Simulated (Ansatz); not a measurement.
TiSeS:
```cif
data_SSeTi
_chemical_formula_sum 'Ti1 Se1 S1'
_space_group_name_H-M_alt 'P 1'
_space_group_IT_number 1
_cell_length_a 3.49036
_cell_length_b 3.49036
_cell_length_c 6.16672
_cell_angle_alpha 90.000
_cell_angle_beta 90.000
_cell_angle_gamma 120.000
loop_
_space_group_symop_operation_xyz
  'x, y, z'
loop_
_atom_site_label
_atom_site_type_symbol
_atom_site_fract_x
_atom_site_fract_y
_atom_site_fract_z
_atom_site_occupancy
Ti1 Ti 0.33333 0.66667 0.98587 1
Se1 Se 0.66667 0.33333 0.24366 1
S1 S 0.00000 0.00000 0.77047 1
```

Relaxed with r²SCAN.

Task: Which orbitals make up the states near the Fermi level in DFT-r²SCAN in the program Ansatz with PAW potentials?

Result: Within 0.5 eV of the Fermi level: Ti 3d 74 %, S 3p 11 %, Se 4p 10 %. Projections are on Löwdin-orthogonalised atomic valence shells; empty p or d shells of many metals are not among them.

Task: Tabulate the density of states.

Result: States/eV per cell of 3 atoms, in 0.25 eV bins, energy from the Fermi level.

```tsv
E (eV)	total	Ti 3d	S 3p	Se 4p
-7.85	0.00	0.00	0.00	0.00
-7.60	0.00	0.00	0.00	0.00
-7.35	0.00	0.00	0.00	0.00
-7.10	0.00	0.00	0.00	0.00
-6.85	0.00	0.00	0.00	0.00
-6.60	0.00	0.00	0.00	0.00
-6.35	0.00	0.00	0.00	0.00
-6.10	0.00	0.00	0.00	0.00
-5.85	0.00	0.00	0.00	0.00
-5.60	0.33	0.05	0.14	0.10
-5.35	1.15	0.18	0.51	0.32
-5.10	1.56	0.24	0.75	0.38
-4.85	2.33	0.38	1.26	0.47
-4.60	3.75	0.55	1.61	1.36
-4.35	3.11	0.42	1.13	1.35
-4.10	2.17	0.33	0.94	0.67
-3.85	1.67	0.37	0.78	0.38
-3.60	2.02	0.45	0.94	0.54
-3.35	3.40	0.91	1.69	0.68
-3.10	7.97	2.56	3.36	1.86
-2.85	1.55	0.33	0.59	0.55
-2.60	1.95	0.39	0.55	0.90
-2.35	2.25	0.38	0.51	1.25
-2.10	2.45	0.38	0.62	1.34
-1.85	2.61	0.38	0.71	1.41
-1.60	2.89	0.40	0.77	1.61
-1.35	1.89	0.33	0.50	1.01
-1.10	1.20	0.24	0.32	0.61
-0.85	0.88	0.18	0.24	0.44
-0.60	0.49	0.12	0.12	0.24
-0.35	0.25	0.08	0.06	0.11
-0.10	0.14	0.04	0.04	0.06
0.15	1.05	0.84	0.11	0.05
0.40	2.16	1.74	0.20	0.13
0.65	3.53	2.92	0.26	0.24
0.90	1.66	1.34	0.12	0.17
1.15	1.80	1.28	0.19	0.30
1.40	6.82	5.71	0.39	0.62
1.65	6.24	5.19	0.35	0.54
1.90	0.72	0.54	0.06	0.11
2.15	0.00	0.00	0.00	0.00
2.40	0.05	0.03	0.01	0.01
2.65	2.74	1.69	0.49	0.33
2.90	3.30	1.91	0.62	0.52
3.15	3.66	2.00	0.71	0.75
3.40	4.32	2.35	0.76	0.89
3.65	1.82	1.02	0.27	0.35
3.90	0.10	0.06	0.01	0.02
4.15	0.00	0.00	0.00	0.00
4.40	0.00	0.00	0.00	0.00
4.65	0.00	0.00	0.00	0.00
```

Space group P3m1. The first step of the workflow began from a Materials Project structure, measured or hypothetical; the Crystallography Open Database copy checked does not list it. Its standing as an ambient phase is unchecked. The cell was relaxed with r²SCAN under the symmetry of its start; whether a distortion lowers the energy is not shown. The run is not spin-polarised. A crystal of weakly bound layers computed without a dispersion correction: the cell and the soft elastic constants depend strongly on that. Scalar-relativistic: spin–orbit coupling is off unless named, which matters more the heavier the elements.

Potentials: the earlier of the program's two PAW sets.
